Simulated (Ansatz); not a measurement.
SiO2:
Space group P4₃2₁2 (No. 96); a = b = 5.0284 Å, c = 7.0105 Å, α = β = γ = 90.00°

```tsv
atom	site	symmetry	x	y	z
Si	4a	..2	0.2020	0.2020	0.0000
O	8b	1	0.3981	0.2604	0.1783
```

Relaxed with PBEsol. 

Question: HSE06 on this cell (Ansatz, a program for electronic structure, PAW) gives a gap of 7.40 eV. What does PBEsol give?

Answer: 5.57 eV.

Cost on shared cores: the PBEsol run (SCF on a 6×6×4 mesh, then bands and DOS) very roughly 90 core-seconds, the HSE06 run (SCF on 3×3×3, then a few points) very roughly 110 core-seconds; the tasks are unlike.

Space group P4_32_12. The first step of the workflow began from a Materials Project structure, measured or hypothetical; the Crystallography Open Database files this formula in space group No. 96, but the cells were not matched. It is not the phase usual at ambient conditions (space group No. 92, 152, 154). Symmetry was held in the PBEsol relaxation; its stability against distortions is not shown here.

Potentials: the earlier of the program's two PAW sets. The files were generated under PBE; for other functionals the program regenerates the frozen cores, and for LDA and PBEsol the local potential too.

Ansatz is a plane-wave DFT program.
